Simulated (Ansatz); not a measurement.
Data:

TaF$_{3}$:
Space group Pm-3m (No. 221); a = 4.031 Å, b = 4.031 Å, c = 4.031 Å, α = 90.00°, β = 90.00°, γ = 90.00°

| atom | site | symmetry | x | y | z |
|---|---|---|---|---|---|
| Ta | 1a | m-3m | 0.0000 | 0.0000 | 0.0000 |
| F | 3d | 4/mm.m | 0.0000 | 0.0000 | 0.5000 |

This is the LDA-relaxed structure.

**Question.** All from plane-wave PAW LDA (Ansatz code), unless another level is named. Estimate the highest zone-centre frequency.

**Answer.** 580 cm^-1.

**Question.** And the bulk modulus (Birch–Murnaghan fit)?

**Answer.** 127 GPa.

The workflow started from an entry of the Crystallography Open Database (COD). Its standing as an ambient phase is unchecked. Symmetry was held in the LDA relaxation. At this level the phase is mechanically unstable. The run is not spin-polarised. As this level gives no gap, phonon frequencies hold no LO–TO term and depend on the k-mesh and smearing (Fermi–Dirac, 0.1 eV here). Spin–orbit coupling is left out wherever it is not named.

Potentials: the later of the program's two PAW sets.
